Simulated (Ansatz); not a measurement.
The start is a randomly generated symmetric cell of Zn (space group No. 123). A full variable-cell relaxation at zero pressure is run with PBE (plane waves to 420 eV, PAW, scalar-relativistic; Ansatz, an electronic-structure program). The first steps use a coarse 17×17×7 k-mesh.

Starting cell:
```
Zn
1.0
    1.89193     0.00000     0.00000
    0.00000     1.89193     0.00000
    0.00000     0.00000     4.88612
Zn
1
Direct
  0.50000   0.50000   0.00000
```

| Quantity | Result |
|---|---|
| Initial pressure | +109 GPa (positive: the cell is compressed) |
| Energy released | 3.67 to 3.68 eV/atom (the two k-meshes of the run give this range) |
| Volume change | +4.0 %, from 17.49 to 18.20 Å³/atom |
| Optimiser moves | 33 |

The end point of the relaxation:

Space group Pm-3m (No. 221); a = 2.6303 Å, b = 2.6303 Å, c = 2.6303 Å, α = 90.00°, β = 90.00°, γ = 90.00°

```json
[
 {"atom": "Zn", "site": "1b", "symmetry": "m-3m", "x": "0.5000", "y": "0.5000", "z": "0.5000"}
]
```

Final values are on a 18×18×18 k-mesh of the relaxed cell. No spin polarisation in the result.

The run could not lose the symmetry of its start: the end is stationary, and may be a saddle point rather than a minimum.

The relaxed structure here is a generated cell of Zn: the first start was made by a random draw of sites in a space group, and the end was not matched to a known phase here, so it may be hypothetical. Known forms of Zn include space group No. 194.
